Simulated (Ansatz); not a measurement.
LaAlGe:
```
LaAlGe
1.0
   -2.18874     2.18874     7.37934
    2.18874    -2.18874     7.37934
    2.18874     2.18874    -7.37934
La Al Ge
2 2 2
Direct
  0.75029   0.25029   0.50000
  0.00029   0.00029   0.00000
  0.16713   0.66713   0.50000
  0.41713   0.41713   0.00000
  0.33409   0.83409   0.50000
  0.58409   0.58409   0.00000
```

Relaxed with r²SCAN.

### Question
Which orbitals make up the states near the Fermi level in the program Ansatz at the r²SCAN level (PAW)?

### Answer
Within 0.5 eV of the Fermi level: La 5d 50 %, Al 3p 16 %, La 4f 10 %, Ge 4p 10 %, Al 3s 6 %. Projections are on Löwdin-orthogonalised atomic valence shells; empty p or d shells of many metals are not among them.

### Question
Tabulate the density of states.

### Answer
States/eV per cell of 6 atoms, in 0.25 eV bins, energy from the Fermi level.

| E (eV) | total | La 4f | La 5d | Ge 4p |
|---|---|---|---|---|
| -7.85 | 0.00 | 0.00 | 0.00 | 0.00 |
| -7.60 | 0.00 | 0.00 | 0.00 | 0.00 |
| -7.35 | 0.00 | 0.00 | 0.00 | 0.00 |
| -7.10 | 0.00 | 0.00 | 0.00 | 0.00 |
| -6.85 | 0.00 | 0.00 | 0.00 | 0.00 |
| -6.60 | 0.30 | 0.00 | 0.04 | 0.12 |
| -6.35 | 4.14 | 0.02 | 0.68 | 1.61 |
| -6.10 | 1.88 | 0.01 | 0.30 | 0.72 |
| -5.85 | 0.98 | 0.01 | 0.15 | 0.37 |
| -5.60 | 0.90 | 0.01 | 0.12 | 0.34 |
| -5.35 | 0.91 | 0.01 | 0.11 | 0.35 |
| -5.10 | 1.07 | 0.01 | 0.12 | 0.42 |
| -4.85 | 2.50 | 0.03 | 0.25 | 1.00 |
| -4.60 | 1.64 | 0.02 | 0.17 | 0.65 |
| -4.35 | 0.65 | 0.01 | 0.08 | 0.25 |
| -4.10 | 0.38 | 0.00 | 0.06 | 0.14 |
| -3.85 | 0.89 | 0.01 | 0.12 | 0.36 |
| -3.60 | 2.92 | 0.03 | 0.37 | 1.28 |
| -3.35 | 4.68 | 0.04 | 0.66 | 2.15 |
| -3.10 | 4.40 | 0.05 | 0.72 | 2.08 |
| -2.85 | 3.50 | 0.04 | 0.68 | 1.63 |
| -2.60 | 3.77 | 0.05 | 0.71 | 1.78 |
| -2.35 | 2.62 | 0.04 | 0.51 | 1.31 |
| -2.10 | 2.79 | 0.05 | 0.63 | 1.52 |
| -1.85 | 3.45 | 0.05 | 1.00 | 1.89 |
| -1.60 | 4.00 | 0.09 | 1.32 | 1.90 |
| -1.35 | 4.08 | 0.05 | 1.79 | 0.48 |
| -1.10 | 4.38 | 0.09 | 2.18 | 0.46 |
| -0.85 | 2.47 | 0.08 | 1.37 | 0.26 |
| -0.60 | 1.74 | 0.08 | 1.01 | 0.18 |
| -0.35 | 2.07 | 0.11 | 1.28 | 0.21 |
| -0.10 | 0.91 | 0.06 | 0.54 | 0.12 |
| 0.15 | 1.37 | 0.16 | 0.54 | 0.13 |
| 0.40 | 2.84 | 0.41 | 1.18 | 0.26 |
| 0.65 | 4.06 | 0.78 | 1.47 | 0.39 |
| 0.90 | 4.29 | 1.06 | 1.50 | 0.40 |
| 1.15 | 4.41 | 1.46 | 1.43 | 0.36 |
| 1.40 | 6.67 | 2.90 | 1.87 | 0.44 |
| 1.65 | 6.84 | 3.87 | 1.58 | 0.36 |
| 1.90 | 12.08 | 9.00 | 1.80 | 0.28 |
| 2.15 | 28.98 | 26.24 | 1.61 | 0.22 |

Space group I4_1md. The first step of the workflow began from a Materials Project structure, measured or hypothetical; the Crystallography Open Database files this formula in space group No. 109, but the cells were not matched. Whether it is the stable phase at ambient conditions was not checked. Symmetry was held in the r²SCAN relaxation; whether a distortion lowers the energy is not shown. Scalar-relativistic: spin–orbit coupling is off unless named, which matters more the heavier the elements.

Potentials: the later of the program's two PAW sets.
